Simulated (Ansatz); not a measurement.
ZrO₂ (baddeleyite type, space group P2_1/c)

```
CELL_PARAMETERS angstrom
      5.18930     0.00000     0.00000
      0.00000     5.24180     0.00000
     -0.90344     0.00000     5.30261
ATOMIC_POSITIONS crystal
  Zr 0.27571 0.04384 0.21016
  Zr 0.72429 0.54384 0.28984
  Zr 0.72429 0.95616 0.78984
  Zr 0.27571 0.45616 0.71016
  O  0.06488 0.32613 0.35022
  O  0.93512 0.82613 0.14978
  O  0.93512 0.67387 0.64978
  O  0.06488 0.17387 0.85022
  O  0.45109 0.75674 0.47528
  O  0.54891 0.25674 0.02472
  O  0.54891 0.24326 0.52472
  O  0.45109 0.74326 0.97528
```

Equation-of-state scan: isotropic scaling of the cell above, V₀ being its volume. The atoms relax within the cell's symmetry.

Computed with PBE (plane waves to 420 eV, PAW, scalar-relativistic; Ansatz, a program for electronic structure). k mesh 5×5×5 (Γ-centred), Fermi-Dirac smearing 0.05 eV. E stands for the smeared free energy. Stress and pressure are positive under compression. The relaxing atoms change the space group within the scan (C2/c at V/V₀ = 1.160), so nothing is fitted. The PAW data are Ansatz's earlier set. ZrO2 is run without spin polarisation. ZrO2 was relaxed with its symmetry unable to fall. The zero of ΔE is the relaxed starting cell.

The scan covers V/V₀ from 0.840 to 1.160 in 11 points.

**Question.** What pressure does the cell carry at V/V₀ = 0.840?

**Answer.** 39.6 GPa.

**Question.** What is ΔE at V/V₀ = 0.840?

**Answer.** 214.6 meV/atom.

**Question.** What is ΔE at V/V₀ = 1.160?

**Answer.** 96.9 meV/atom.

(Under strain, the slope of the energy per volume gives the stress and its curvature an elastic modulus.)
